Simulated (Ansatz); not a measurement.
# LuAl2Ge2: pressure against volume

A database entry relaxed whole under r2SCAN (P-3m1):

```
Lu Al Ge
1.0
     4.22012    0.00000    0.00000
    -2.11006    3.65473    0.00000
     0.00000    0.00000    6.46929
Lu Al Ge
1 2 2
Direct
  0.00000 0.00000 0.00000
  0.33333 0.66667 0.64753
  0.66667 0.33333 0.35247
  0.33333 0.66667 0.25316
  0.66667 0.33333 0.74684
```

The cell was scaled uniformly, its shape held, and the atoms relaxed at each volume with plane-wave PAW DFT (Ansatz 0.2.0; r2SCAN, 500 eV, 9×9×5 Γ-centred mesh, fermi-dirac occupations of width 0.100 eV; no spin, no spin-orbit coupling). One row is withheld.

| volume (Å³/atom) | energy over the lowest (meV/atom) | pressure (GPa) |
| --- | --- | --- |
| 18.758 | 20.0 | 5.73 |
| 19.157 | 8.5 | 3.61 |
| 19.557 | 2.0 | 1.70 |
| 19.956 | 0.0 | 0.00 |
| 20.355 | ? | ? |
| 20.754 | 7.8 | -2.91 |
| 21.153 | 16.7 | -4.15 |

Fit the pressures of the other rows to the third-order Birch-Murnaghan form.

With f = [(V₀/V)^(2/3) − 1]/2 and P = 3B₀f(1 + 2f)^(5/2)[1 + 3(B₀′ − 4)f/2], least squares gives V₀ = 19.96 Å³ an atom, B₀ = 80.8 GPa and B₀′ = 4.4; the rows miss the fit by less than 0.01 GPa. The slope of the energies differs from these pressures by 0.07 GPa, since they are taken to zero smearing while pressures follow the free energy.

What does the withheld row hold?

The fit gives -1.53 GPa at 20.355 Å³; the run gave -1.53 GPa and 2.1 meV an atom.

Caveats: the shape of the cell was held, so B₀ is an upper bound where the axes differ in stiffness; 0 K, fixed nuclei; the symmetry was kept, and this need not be the phase that is stable at 0 K; one mesh for all volumes; pressure is positive in compression.
